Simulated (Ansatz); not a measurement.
# Stress against strain in LaSb

```xyz
2
Lattice="0.0000 3.2450 3.2450 3.2450 0.0000 3.2450 3.2450 3.2450 0.0000" Properties=species:S:1:pos:R:3 pbc="T T T"
La    0.0000    0.0000    0.0000
Sb    3.2450    3.2450    3.2450
```

Atom numbers follow the list: La1, Sb2.

The cell is COD entry 1537613, as deposited and not checked against the literature; nothing was relaxed.

No spin–orbit coupling, which matters for the heavy atoms here.

All numbers below come from DFT, PBEsol, all-electron LAPW, scalar-relativistic (Ansatz 0.2.0).

Numerical set-up: a Γ-centred 10×10×10 k mesh, Fermi–Dirac smearing of 0.05 eV, basis error target 1 meV/atom, no spin polarisation.

The strain is applied along the Cartesian axes of the cell as listed (the other components stay zero). Fractional coordinates are held (clamped ions).

σ is the change of stress from the unstrained cell, which is at -0.93 GPa; tension is positive, so slopes are stress–strain coefficients at that pressure. In a metal the k mesh adds noise.

Only quantities that a quadratic follows smoothly over the whole series are listed; rougher ones are left out.

```
    εzz  σzz (GPa)  σxx (GPa)
-0.0200      -3.01      -0.27
 0.0000       0.00       0.00
 0.0100       1.25       0.14
 0.0200       2.34       0.27
```

Q: Fit the series and read off the stiffness at zero strain.

A: Least-squares fits y = p0 + p1 x + p2 x² to the rows give σzz (GPa): p1 = 134, p2 = -830; σxx (GPa): p1 = 13.5, p2 = -4.5. So C11 = 134 GPa and C12 = 14 GPa, which gives B = (C11 + 2 C12)/3 = 54 GPa.

Q: One run, at εzz = -0.0100, is withheld. Predict its row.

A: The fits give -1.42, -0.13; the run gave -1.41, -0.14.
